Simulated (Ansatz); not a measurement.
Input file for Ansatz (an electronic-structure program):

Ansatz 0.2 input:
```yaml
crystal:
  lattice:
    - [-2.1583729288, 6.4393061556, 3.0318117658]
    - [2.1583729288, -6.4393061556, 3.0318117658]
    - [2.1583729288, 6.4393061556, -3.0318117658]
  atoms:
    - { symbol: In, position: [0.3994206758, 0.2389771674, 0.1604435084] }
    - { symbol: In, position: [0.078533659, 0.2389771674, 0.8395564916] }
    - { symbol: Te, position: [0.6815829013, 0.0375028369, 0.6440800644] }
    - { symbol: Te, position: [0.3934227725, 0.0375028369, 0.3559199356] }
    - { symbol: Te, position: [0.9471799913, 0.9471799913, 0.0] }
kpoints:
  mp_grid: { grid: [8, 8, 8] }
hamiltonian:
  xc: lda
  pseudopotentials: { kind: paw }
scf:
  occupations: { method: fixed }
phonons:
  method: dfpt
  response_accuracy: low
  eigenvectors: true
  rigid_motions: translations
```

Output (shortened):

```
Pseudopotential: In, paw, valence charge 13
Pseudopotential: Te, paw, valence charge 16
Functional definition: SPW92
Crystal: 5 atoms, lattice volume = 168.550 Å³
Basis set: ecut = 420 eV, 3297 PW (Γ), exchange–correlation on 100×100×100 points (8 copies of the dense FFT grid, shifted against one another)
Bands: 45, of which v1, the nominal top of the filled ones, is band 37 counted from 1 (36 counted from 0)
Symmetry: 4 space group operations
k-points: 150 of 512 (irreducible under 2 space group operations, time reversal used)
SCF iter   1: F=—  HF=-31397.167185 eV  |F-HF|=—  |Δ(HF+E_count)|=         —  Δρ=5.84e-3  dr2=3.11e-2  ethr=1.77e-3  ⟨swp⟩=5.0  Hψ=24367  notcnv=0  defer=900
preconditioner: auto → Resta (q_TF=auto, 2.379 Å⁻¹)
SCF iter   2: F=—  HF=-31397.155756 eV  |F-HF|=—  |Δ(HF+E_count)|=   1.14e-2  Δρ=2.45e-3  dr2=5.15e-3  ethr=4.20e-5  ⟨swp⟩=2.0  Hψ=11550  notcnv=0  defer=900
SCF iter   3: F=—  HF=-31397.154651 eV  |F-HF|=—  |Δ(HF+E_count)|=   1.10e-3  Δρ=5.07e-4  dr2=2.97e-4  ethr=6.96e-6  ⟨swp⟩=3.0  Hψ=12192  notcnv=0  defer=900
SCF iter   4: F=—  HF=-31397.154634 eV  |F-HF|=—  |Δ(HF+E_count)|=   1.68e-5  Δρ=1.32e-4  dr2=3.79e-5  ethr=4.01e-7  ⟨swp⟩=2.1  Hψ=11661  notcnv=0  defer=896
SCF iter   5: F=—  HF=-31397.154631 eV  |F-HF|=—  |Δ(HF+E_count)|=   3.07e-6  Δρ=2.81e-5  dr2=1.75e-6  ethr=5.12e-8  ⟨swp⟩=3.0  Hψ=11891  notcnv=0  defer=557
SCF iter   6: F=—  HF=-31397.154608 eV  |F-HF|=—  |Δ(HF+E_count)|=   2.32e-5  Δρ=8.60e-6  dr2=1.25e-7  ethr=2.37e-9  ⟨swp⟩=2.0  Hψ=11891  notcnv=0  defer=439
SCF iter   7: F=—  HF=-31397.154608 eV  |F-HF|=—  |Δ(HF+E_count)|=   1.98e-8  Δρ=2.36e-6  dr2=1.52e-8  ethr=1.69e-10  ⟨swp⟩=2.0  Hψ=11891  notcnv=0  defer=439
SCF iter   8: F=—  HF=-31397.154608 eV  |F-HF|=—  |Δ(HF+E_count)|=   3.35e-9  Δρ=6.57e-7  dr2=9.69e-10  ethr=2.06e-11  ⟨swp⟩=2.0  Hψ=11291  notcnv=0  defer=439
SCF iter   9: F=-31397.154608 eV  HF=-31397.154608 eV  |F-HF|=2.91e-11  |Δ(HF+E_count)|=  1.56e-10  Δρ=1.83e-7  dr2=8.16e-11  ethr=1.00e-12  ⟨swp⟩=15.4  Hψ=47379  notcnv=0
SCF 1 converged in 9 iterations: F = -31397.154608 eV  dr2 = 8.16e-11
DFPT response loops at Γ: preconditioner auto → Resta (q_TF=auto, 2.379 Å⁻¹)  ε∞=27.1 (no band partly filled) …
SCF converged after 9 iterations
Free energy (F): -31397.154608 eV
Harris-Foulkes:  -31397.154608 eV  (|F-HF|=2.91e-11)
Internal energy: -31397.154608 eV  (E = F + TS)
E sigma→0 (E₀):  -31397.154608 eV
Fermi energy:    7.827918 eV
--- Per-component energies (eV) ---
  E_band       = -950.878237
  E_kinetic    = 1033.527305
  E_local      = -6747.129513  (includes V_loc(G=0)·N_el)
  E_nonlocal   = -173.065721
  E_hartree    = 3604.168784
  E_xc         = -798.225484
  E_vxc        = -516.308823  (∫ρ·V_xc dr)
  E_paw        = -21562.115891  (= ΣΔE_a)
  E_vpaw       = -1756.238599  (= ΣTr[D̂ρ^β])
  E_aug_tail   = -0.000507  (compensation charges beyond the density's cutoff)
  E_ewald      = -6756.918638
  E_core_change = 2.605056  (= ΣΔE_core)
  E_smearing   =  0.000000  (= −TS)
  E_closure    = 0.000000  (closes the sum)
  Σ components = -31397.154608   (vs F -31397.154608, Δ=0.00e0)
  [band-id]    e_kinetic+e_local+e_nonlocal+2·e_hartree+e_vxc+e_vpaw+e_augmentation_tail = -950.878290   (vs E_band -950.878237, Δ=-5.24e-5)
--- Band table (eV; the first three rows and the last of 150) ---
  k-point 0: bands = ["-29.2089", "-29.2080", "-29.2072", "-29.2068", "-29.1602", "-29.1571", "-29.1478", "-29.1470", "-29.1332", "-29.1320", "-28.6393", "-28.6277", "-28.4737", "-28.4388", "-28.4061", "-7.3059", "-7.2961", "-7.2007", "-7.2002", "-7.1979", …
  k-point 1: bands = ["-29.2088", "-29.2078", "-29.2072", "-29.2068", "-29.1602", "-29.1571", "-29.1479", "-29.1471", "-29.1332", "-29.1319", "-28.6393", "-28.6277", "-28.4737", "-28.4389", "-28.4060", "-7.3084", "-7.2966", "-7.2142", "-7.1969", "-7.1925", …
  k-point 2: bands = ["-29.2085", "-29.2074", "-29.2073", "-29.2069", "-29.1602", "-29.1570", "-29.1480", "-29.1472", "-29.1331", "-29.1317", "-28.6393", "-28.6277", "-28.4738", "-28.4390", "-28.4056", "-7.3151", "-7.3020", "-7.2381", "-7.1886", "-7.1868", …
  k-point 149: bands = ["-29.2091", "-29.2077", "-29.2072", "-29.2067", "-29.1604", "-29.1569", "-29.1478", "-29.1470", "-29.1336", "-29.1316", "-28.6393", "-28.6277", "-28.4737", "-28.4388", "-28.4061", "-7.3268", "-7.2863", "-7.2070", "-7.1982", "-7.1823", …
--- Phonons (Γ-DFPT): 9 representative perturbations + reference, on 150 of 512 k-points (Σ response iterations 27) ---
  ASR residual: 1.516e-3 → 0.000e0 eV/Å²; symmetrization residual: 8.219e-4 eV/Å²
  ASR residual per site (eV/Å²): 6.17e-4 6.17e-4 6.95e-4 6.95e-4 1.52e-3
  Γ frequencies (cm⁻¹): 0.00 0.00 0.00 25.45 46.48 59.38 72.08 100.43 127.05 139.22 140.92 162.33 163.27 178.34 182.66
  non-analytic LO–TO correction: not included (Born effective charges unavailable; polar crystals: no LO–TO splitting at Γ)
```

Cost: very roughly 21 core-minutes on shared cores.

Space group Imm2. The workflow started from a Materials Project entry (that database holds measured and hypothetical structures alike); the Crystallography Open Database copy checked does not list it. COD files the formula under space group No. 216, so this cell is another polymorph or a model. Its standing as an ambient phase is unchecked. The LDA relaxation kept the symmetry of its start; of distortions, only those at the zone centre were tested. Spin–orbit coupling is left out wherever it is not named.

Potentials: the later of the program's two PAW sets.

Ansatz is a plane-wave DFT program.
